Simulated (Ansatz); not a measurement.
HgTe in space group P3_221 (No. 154; Hg on 3a, Te on 3b), LDA in the plane-wave PAW code Ansatz. The conduction-band minimum lies at M, with 3 equivalent valleys. Second derivatives d²E/dk² of the lowest band at one valley (eV·Å²), along Cartesian directions:

| direction | d²E/dk² |
|---|---|
| [100] | 2.690 |
| [010] | 26.39 |
| [001] | 51.56 |
| [110] | 14.56 |
| [101] | 27.26 |
| [011] | 16.19 |

Find the principal effective masses, the density-of-states mass and the conductivity mass.

Off-diagonal terms follow from H_xy = H[110] − (H_xx + H_yy)/2, and m*/mₑ = 7.620 eV·Å² over each eigenvalue: 0.12, 0.59, 2.8. One valley's DOS mass (m₁m₂m₃)^(1/3) = 0.58, conductivity mass 3/(Σ 1/mᵢ) = 0.28 mₑ.

What effective density of states Nc follows at 300 K for parabolic valleys?

Nc = 2.509e19 × 3 × (0.58)^(3/2) ≈ 3.3e19 cm⁻³.

The first step of the workflow began from a Materials Project structure, measured or hypothetical; the Crystallography Open Database copy checked does not list it. It is not the phase usual at ambient conditions (space group No. 216). The LDA relaxation kept the symmetry of its start; its stability against distortions is not shown here. Scalar-relativistic: spin–orbit coupling is off unless named, which matters more the heavier the elements.

Potentials: the later of the program's two PAW sets.

Edges and masses are those of Kohn–Sham bands, whose gap is no quasiparticle gap.
